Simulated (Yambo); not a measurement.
**How GW settings move the gap: KBH4**

G0W0@LDA for KBH₄ (space group P2_1/m, No. 11, within 0.06 Å of P4_2/nmc) in Yambo. Reference settings: 2×2×2 Γ-centred k mesh, 197 bands and a 7 Ry block in the screening, 197 bands in G with the Bruneval-Gonze terminator, plasmon pole fitted at 27.2 eV. The LDA gap Γ → (-0.5, -0.5, 0) on this mesh is 5.64 eV; G0W0 gaps are taken between the same points.

```tsv
change from the reference	G0W0 gap Γ → (-0.5, -0.5, 0) (eV)	shift of the valence edge (eV)	rough Yambo cost
reference settings	8.95	-1.93	1
70 bands in W, 70 bands in G	8.97	-1.70	about 1/2
124 bands in W, 124 bands in G	8.94	-1.85	within a factor of two
70 bands in G	8.95	-1.87	–
124 bands in G	8.95	-1.91	–
88 bands in W	8.95	-1.79	within a factor of two
1 Ry block	8.68	-1.55	within a factor of two
3 Ry block	8.65	-1.68	within a factor of two
6 Ry block	8.88	-1.87	within a factor of two
pole fitted at 15 eV	8.92	-1.86	–
no random integration	8.87	-1.77	–
2×2×1 mesh	8.85	-1.84	about 1/3
70 bands in G, no terminator	8.82	-1.43	–
124 bands in G, no terminator	8.89	-1.70	–
no terminator	8.93	-1.83	–
```

The reference isn't shown to be the converged limit. Costs are rough (shared machines), scaled to the same edge states, and given only for runs that recompute the screening.

Geometry of the Materials Project entry, not relaxed at this level; primitive cell a = 4.6634 Å, b = 4.6777 Å, c = 6.5486 Å, α = γ = 90.00°, β = 90.07°.

The structure is a Materials Project entry; no match was found in the copy of COD used, and its stability was not checked.

A shift is the quasiparticle energy of the state minus its LDA energy.
